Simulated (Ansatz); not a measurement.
LiF (wurtzite, P6_3mc), DFT-LDA in the program Ansatz with PAW potentials. The conduction-band minimum lies at Γ, with 1 equivalent valley. Second derivatives d²E/dk² of the lowest band at one valley (eV·Å²), along Cartesian directions:

```csv
direction,d²E/dk²
[100],8.650
[010],8.650
[001],8.995
[110],8.650
[101],8.822
[011],8.822
```

Q: Find the principal effective masses, the density-of-states mass and the conductivity mass.

A: Off-diagonal terms follow from H_xy = H[110] − (H_xx + H_yy)/2, and m*/mₑ = 7.620 eV·Å² over each eigenvalue: 0.85, 0.88, 0.88. One valley's DOS mass (m₁m₂m₃)^(1/3) = 0.87, conductivity mass 3/(Σ 1/mᵢ) = 0.87 mₑ.

Q: What effective density of states Nc follows at 300 K for parabolic valleys?

A: Nc = 2.509e19 × 1 × (0.87)^(3/2) ≈ 2.0e19 cm⁻³.

Q: With the computed static dielectric constant 4.17 (mean of the diagonal), estimate a hydrogenic donor's binding energy and radius.

A: E = 13.606 eV × 0.87/4.17² ≈ 680 meV; a = 0.529 Å × ε/m* ≈ 2.5 Å. Semilocal masses tend to be too small where the gap is.

The workflow started from a Materials Project entry (that database holds measured and hypothetical structures alike); the Crystallography Open Database copy checked does not list it. It is not the phase usual at ambient conditions (space group No. 225). Symmetry was held in the LDA relaxation; phonons on a q-mesh show no instability.

Potentials: the later of the program's two PAW sets.
